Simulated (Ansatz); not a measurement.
Starting cell, CdSe (wurtzite):

```yaml
crystal:
  lattice:
    - [4.38272, 0.00000, 0.00000]
    - [-2.19136, 3.79554, 0.00000]
    - [0.00000, 0.00000, 7.15447]
  atoms:
    - { symbol: Cd, position: [0.66667, 0.33333, 0.00047] }
    - { symbol: Cd, position: [0.33333, 0.66667, 0.50047] }
    - { symbol: Se, position: [0.66667, 0.33333, 0.62473] }
    - { symbol: Se, position: [0.33333, 0.66667, 0.12473] }
```

In each cell atom 2 (Cd, nearest neighbour Se at 2.682 Å; its periodic images, 4.4 Å or more away, move with it) moves by s·(1.000, 0.000, 0.000) (along Cartesian x), the rest being held.

Computed with PBE (plane waves to 420 eV, PAW, scalar-relativistic; Ansatz, a quantum-chemistry and plane-wave program). k mesh 7×7×4 (Γ-centred), Fermi-Dirac smearing 0.05 eV. The energy includes the smearing's −TS. CdSe was relaxed with its symmetry unable to fall. ΔE is measured from the undisplaced structure.

| s (Å) | ΔE (meV/cell) |
|---|---|
| -0.800 | 1915 |
| -0.640 | withheld |
| -0.480 | 547 |
| -0.320 | 222 |
| -0.160 | 52 |
| 0.000 | 0 |
| 0.160 | 52 |
| 0.320 | 222 |
| 0.480 | 547 |
| 0.640 | withheld |
| 0.800 | 1915 |

Fit an even polynomial form (powers 2, 4) to the given rows and predict ΔE at s = 0.640.

Least squares on the 9 given rows: ΔE = (2022)·s² + (1516)·s⁴, in meV/cell with s in Å; root-mean-square residual 0.7 meV/cell. At 0.640 the fit gives 1083 meV/cell; the calculation gives 1085 meV/cell, so the interpolation is off by -2 (-0.2 %). The quadratic term alone would give 828 meV/cell.

(A displaced cell: forces are minus the slopes of the energy, force constants its curvatures, and phonons follow from these.)
